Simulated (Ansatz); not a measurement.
GaSb:
```cif
data_Ga4Sb4
_chemical_formula_sum 'Sb4 Ga4'
_space_group_name_H-M_alt 'F-43m'
_space_group_IT_number 216
_space_group_name_Hall 'F -4 2 3'
_cell_length_a 6.13143
_cell_length_b 6.13143
_cell_length_c 6.13143
_cell_angle_alpha 90.000
_cell_angle_beta 90.000
_cell_angle_gamma 90.000
loop_
_atom_site_label
_atom_site_type_symbol
_atom_site_symmetry_multiplicity
_atom_site_Wyckoff_symbol
_atom_site_fract_x
_atom_site_fract_y
_atom_site_fract_z
_atom_site_occupancy
Sb1 Sb 4 c 0.25000 0.25000 0.25000 1
Ga1 Ga 4 a 0.00000 0.00000 0.00000 1
```
(The calculation used a cell of 2 atoms; values per cell refer to that cell.)

Relaxed with r²SCAN. DFT-r²SCAN in the program Ansatz with PAW potentials gives a gap of 0.42 eV.

Question: What gap does HSE06 give on the same cell (Ansatz, PAW)?

Answer: 0.77 eV, 0.36 eV more. The hybrid was solved on a coarser mesh and at special points; its gap is the smallest among all of these.

```json
[
 {"k": "Γ", "v1 r²SCAN": "0.00", "c1 r²SCAN": "0.42", "v1 HSE06": "0.00", "c1 HSE06": "0.77"},
 {"k": "X", "v1 r²SCAN": "-2.67", "c1 r²SCAN": "1.14", "v1 HSE06": "?", "c1 HSE06": "?"},
 {"k": "L", "v1 r²SCAN": "-1.20", "c1 r²SCAN": "0.68", "v1 HSE06": "?", "c1 HSE06": "?"},
 {"k": "W", "v1 r²SCAN": "-3.21", "c1 r²SCAN": "4.00", "v1 HSE06": "?", "c1 HSE06": "?"},
 {"k": "K", "v1 r²SCAN": "-2.27", "c1 r²SCAN": "1.66", "v1 HSE06": "?", "c1 HSE06": "?"}
]
```

Question: Top valence (v1) and lowest conduction level (c1) in eV from each method's valence maximum (which need not be a listed point): supply the withheld HSE06 values.

Answer: 
- L, v1 HSE06: -1.23
- L, c1 HSE06: 1.01
- W, v1 HSE06: -3.35
- W, c1 HSE06: 4.49
- X, v1 HSE06: -2.77
- X, c1 HSE06: 1.45
- K, v1 HSE06: -2.35
- K, c1 HSE06: 1.97

Cost on shared cores: the r²SCAN run (SCF on a 8×8×8 mesh, then bands and DOS) about 40 core-seconds (a rough figure), the HSE06 run (SCF on 6×6×6, then a few points) about 2.8 core-minutes (a rough figure); the tasks are unlike.

The cell was relaxed with r²SCAN under the symmetry of its start; of distortions, only those at the zone centre were tested. Spin–orbit coupling is left out wherever it is not named.

Potentials: the later of the program's two PAW sets.
